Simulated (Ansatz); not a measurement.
**SrSnP: a fit and a missing row**

SrSnP, P4/nmm, a = 4.378 Å, c = 8.982 Å. The structure is a Materials Project entry; whether it is the stable form wasn't checked. Ansatz: r2SCAN, PAW, 500 eV, Γ-centred 8×8×4 mesh on 6 atoms, Gaussian smearing 0.10 eV; no spin polarisation. Shape and atoms are relaxed at each volume; pressure is positive in compression.

```
V (Å³/atom) P (GPa)
     25.253     7.59
     26.114     5.23
     26.975     3.21
     27.836     1.48
     28.697     0.01
     29.558    -1.25
     30.419    -2.31
     31.566        ?
```

Task: Take V0 = 28.697 Å³/atom, count pressures from its P0 = 0.01 GPa, fit the third-order Birch–Murnaghan form to the other rows, and predict the missing pressure.

Result: With the Eulerian strain f = ½[(V0/V)^(2/3) − 1] and y = (P − P0)/[3f(1 + 2f)^(5/2)], the form is the line y = B0 + 1.5 B0 (B0′ − 4) f. Rows (f, y): 0.04448, 45.9; 0.03245, 45.8; 0.02106, 45.7; 0.01026, 45.4; -0.00976, 45.2; -0.01905, 44.7. Means f = 0.01324, y = 45.450; Σ(Δf)² = 0.002987, ΣΔfΔy = 0.05285; the slope is their ratio. y = 45.22 + 17.70 f GPa, so B0 = 45.2 GPa and B0′ = 4 + 2 × (17.70)/(3 × 45.22) = 4.26. At V = 31.566, f = -0.03077, y = 44.68 and P = -3.51 GPa. The run gave -3.49 GPa, so the fit is 0.02 GPa too low, a small miss on the scale of the series. The form still works here, 22 % of the fitted range beyond its end.